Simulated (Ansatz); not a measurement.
Relaxed CdS (zinc blende):

```
CELL_PARAMETERS angstrom
      0.00000     5.92662     5.92662
      2.96331     2.96331     5.92662
      2.96331     2.96331     0.00000
ATOMIC_POSITIONS crystal
  S  0.00000 0.75000 0.75000
  S  0.50000 0.75000 0.75000
  Cd 0.00000 0.00000 0.00000
  Cd 0.50000 0.00000 0.00000
```

The atoms are displaced by Q × the pattern below (from a DFPT mode at X = (0.5, 0.5, 0.0), largest move 1; Q in Å), at fixed cell. It is one choice among 2 degenerate patterns. (q is in reciprocal vectors of the primitive cell; the cell shown is doubled to hold the pattern.)

```csv
atom,x,y,z
S1,0.650,0.000,0.000
S2,-0.650,0.000,0.000
Cd3,0.000,1.000,0.000
Cd4,0.000,-1.000,0.000
```

Method: PBE (plane waves to 420 eV, PAW, scalar-relativistic; Ansatz, a program for electronic structure). k mesh 10×10×10 (Γ-centred), Fermi-Dirac smearing 0.05 eV. E stands for the smeared free energy. CdS was relaxed with its symmetry unable to fall. ΔE is measured from the undisplaced structure.

```
Q (Å)   ΔE (meV/cell)
------  -------------
-0.180           44.6
-0.120           19.8
-0.060            4.9
0.000             0.0
0.060             4.9
0.120            19.8
0.180            44.6
```

Question: Which DFPT wavenumber at X = (0.5, 0.5, 0.0) belongs to this mode?
A. 271 cm⁻¹
B. 256 cm⁻¹
C. 141 cm⁻¹
D. 54 cm⁻¹

Answer: D, 54 cm⁻¹. The curvature of the scan gives 54 cm⁻¹

(For displaced atoms, the force is minus the slope of the energy, and its curvature is a force constant, which sets phonon frequencies.)
